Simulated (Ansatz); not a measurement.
Consider the following.

ZrPt:
```xyz
4
Lattice="1.7208 -5.1967 0.0000 1.7208 5.1967 0.0000 0.0000 0.0000 4.2812" Properties=species:S:1:pos:R:3 pbc="T T T"
Zr     1.7208    -3.7291     3.2109
Zr     1.7208     3.7291     1.0703
Pt     1.7208    -0.9590     3.2109
Pt     1.7208     0.9590     1.0703
```

This is the r²SCAN-relaxed structure.

Task: All from the program Ansatz at the r²SCAN level (PAW), unless another level is named. Predict the density of states at the Fermi level.

Result: 0.36 states/eV per atom (mean over ±0.08 eV).

Task: What about the formation energy from the elements (no fitted shifts)?

Result: -1.22 eV/atom.

Task: Give the gap with spin–orbit coupling.

Result: none (metallic).

Space group Cmcm. The workflow started from a Materials Project entry (that database holds measured and hypothetical structures alike); the Crystallography Open Database copy checked does not list it. COD files the formula under space group No. 221, so this cell is another polymorph or a model. Whether it is the stable phase at ambient conditions was not checked. The cell was relaxed with r²SCAN under the symmetry of its start; its stability against distortions is not shown here. No spin polarisation was allowed. The references are the lowest solids computed at this level, not always the standard phases. Scalar-relativistic: spin–orbit coupling is off unless named, which matters more the heavier the elements.

Potentials: the later of the program's two PAW sets.
